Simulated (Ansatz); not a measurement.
Relaxed-ion elastic tensor of TaW₃ (Cu3Au type, Pm-3m) in GPa (Voigt order), PBEsol (plane waves, PAW; program Ansatz); density 18.41 g/cm³, 16.51 Å³ per atom.

|  | 1 | 2 | 3 | 4 | 5 | 6 |
|---|---|---|---|---|---|---|
| 1 | 0.4 | 408 | 408 | 0.0 | 0.0 | 0.0 |
| 2 | 408 | 0.4 | 408 | 0.0 | 0.0 | 0.0 |
| 3 | 408 | 408 | 0.4 | 0.0 | 0.0 | 0.0 |
| 4 | 0.0 | 0.0 | 0.0 | -149 | 0.0 | 0.0 |
| 5 | 0.0 | 0.0 | 0.0 | 0.0 | -149 | 0.0 |
| 6 | 0.0 | 0.0 | 0.0 | 0.0 | 0.0 | -149 |

Q: Is the crystal mechanically stable?

A: No: the smallest eigenvalue of C is -408 GPa.

A made-up cell: these elements were put on the sites of a structure type; neither database checked (COD, Materials Project) lists it. Whether it is the stable phase at ambient conditions was not checked. The PBEsol relaxation kept the symmetry of its start. At this level the phase is mechanically unstable. No spin polarisation was allowed. As this level gives no gap, shear constants depend on the k-mesh and smearing (Fermi–Dirac, 0.1 eV here). Spin–orbit coupling is left out wherever it is not named.

Potentials: the earlier of the program's two PAW sets. The files were generated under PBE; for other functionals the program regenerates the frozen cores, and for LDA and PBEsol the local potential too.
